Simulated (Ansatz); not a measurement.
Crystals of one structure type (zinc blende) and one family of elements, relaxed and computed with PBE in the plane-wave PAW code Ansatz.

```csv
crystal,V (Å³/atom),B₀ by P(V) fit (GPa)
BN,5.95,371
AlN,10.67,?
BP,11.76,162
GaN,11.77,171
BAs,13.90,131
GaP,20.87,76.6
InP,26.46,59.2
```

### Question
Fit a straight line to ln B₀ against ln V and predict the withheld value.

### Answer
Least squares on the 6 shown rows: ln B₀ = -1.25 × ln V + (8.169), with a scatter of 2.8 %. For AlN this gives 183. The run itself gave 193, a miss of 5.2 % of that.

All cells were relaxed under the symmetry of their starts (and spin orders); stability against distortions was not tested throughout. Spin–orbit coupling is left out wherever it is not named.

Potentials: the earlier of the program's two PAW sets.
